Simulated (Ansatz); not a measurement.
AlGaAs₂:
```
CELL_PARAMETERS angstrom
      4.01234     0.00000     0.00000
      0.00000     4.01234     0.00000
      0.00000     0.00000    11.33166
ATOMIC_POSITIONS crystal
  Ga 0.50000 0.00000 0.87528
  As 0.00000 0.00000 0.00000
  Ga 0.00000 0.50000 0.12472
  As 0.50000 0.50000 0.25001
  Al 0.50000 0.00000 0.37476
  As 0.00000 0.00000 0.50000
  Al 0.00000 0.50000 0.62524
  As 0.50000 0.50000 0.74999
```

Relaxed with r²SCAN. Independent-particle spectrum: no excitons, no local fields, no scissors shift; 0.1 eV broadening; ε₁ of the summed bands alone.

Question: Tabulate the dielectric function from plane-wave PAW r²SCAN (Ansatz code).

Answer: 

| E (eV) | ε₁ xx | ε₂ xx | ε₁ zz | ε₂ zz |
|---|---|---|---|---|
| 0.0 | 9.79 | 0.00 | 9.76 | 0.00 |
| 0.4 | 9.87 | 0.00 | 9.84 | 0.00 |
| 0.8 | 10.14 | 0.00 | 10.10 | 0.00 |
| 1.2 | 10.66 | 0.00 | 10.61 | 0.00 |
| 1.6 | 11.74 | 0.09 | 11.66 | 0.08 |
| 2.0 | 12.86 | 0.86 | 12.74 | 0.86 |
| 2.4 | 15.04 | 1.48 | 14.57 | 1.46 |
| 2.8 | 16.77 | 6.59 | 17.67 | 5.88 |
| 3.2 | 12.68 | 9.01 | 13.00 | 9.16 |
| 3.6 | 12.75 | 9.35 | 13.26 | 9.52 |
| 4.0 | 15.14 | 9.64 | 15.64 | 9.84 |
| 4.4 | 18.88 | 25.90 | 18.93 | 28.28 |
| 4.8 | -3.23 | 24.29 | -2.94 | 21.61 |
| 5.2 | -6.13 | 13.47 | -5.78 | 13.03 |
| 5.6 | -3.47 | 10.70 | -2.90 | 10.38 |
| 6.0 | -4.93 | 12.44 | -4.58 | 12.90 |
| 6.4 | -6.05 | 7.69 | -6.26 | 7.61 |
| 6.8 | -5.31 | 5.88 | -5.21 | 5.88 |
| 7.2 | -4.70 | 4.57 | -4.75 | 4.55 |
| 7.6 | -4.08 | 3.77 | -4.09 | 3.61 |
| 8.0 | -3.65 | 2.99 | -3.42 | 3.02 |
| 8.4 | -3.00 | 2.54 | -3.11 | 2.71 |
| 8.8 | -2.75 | 2.37 | -2.69 | 2.30 |
| 9.2 | -2.67 | 2.02 | -2.69 | 2.00 |
| 9.6 | -2.23 | 1.64 | -2.23 | 1.62 |
| 10.0 | -2.06 | 1.51 | -1.93 | 1.56 |
| 10.4 | -1.91 | 1.32 | -1.95 | 1.36 |
| 10.8 | -1.72 | 1.07 | -1.74 | 1.06 |
| 11.2 | -1.54 | 0.87 | -1.52 | 0.89 |
| 11.6 | -1.32 | 0.73 | -1.32 | 0.72 |
| 12.0 | -1.13 | 0.62 | -1.12 | 0.62 |

Question: From ε at 3.6 eV (xx: 12.75 + 9.35i), find n, k, the normal reflectivity and the absorption coefficient.

Answer: n = 3.78, k = 1.237, R = 38 %, α = 2kE/ħc = 450000 cm⁻¹.

With all bands, ε∞ without local fields is 9.84 (xx = yy), 9.81 (zz).

Space group P-4m2. The start of the workflow was typed in or built on a structure type; neither database checked (COD, Materials Project) lists it. Whether it is the stable phase at ambient conditions was not checked. The r²SCAN relaxation kept the symmetry of its start; whether a distortion lowers the energy is not shown. Scalar-relativistic: spin–orbit coupling is off unless named, which matters more the heavier the elements.

Potentials: the earlier of the program's two PAW sets.
